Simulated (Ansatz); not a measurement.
Cu Kα1 powder pattern (kinematic, no thermal factors).
2θ (°) (relative intensity): 24.54 (60), 33.83 (6), 42.24 (100), 43.20 (74), 50.31 (9), 55.97 (9), 62.01 (32), 68.43 (8), 71.17 (3), 76.56 (13), 78.56 (32), 79.22 (12), 87.03 (10), 88.98 (3)

The pattern is computed from a structure relaxed with Ansatz 0.2.0, DFT PBE, scalar-relativistic, plane waves, PAW. Collinear spin, ending at 5.9 μB a primitive cell. Its elements are Fe, Pt.

Question: Give the structure.

Answer: Fe$_{2}$Pt.
Space group P-3m1 (No. 164). a = 4.185 Å, b = 4.185 Å, c = 2.648 Å, α = 90.00°, β = 90.00°, γ = 120.00°
```
atom  site  symmetry       x       y       z
  Fe    2d       3m. 0.3333  0.6667  0.3857
  Pt    1a      -3m. 0.0000  0.0000  0.0000
```

A pattern alone doesn't exclude other cells with like lines; this is the one computed.

The cell was found from a structure generator's guess, not taken from experiment.
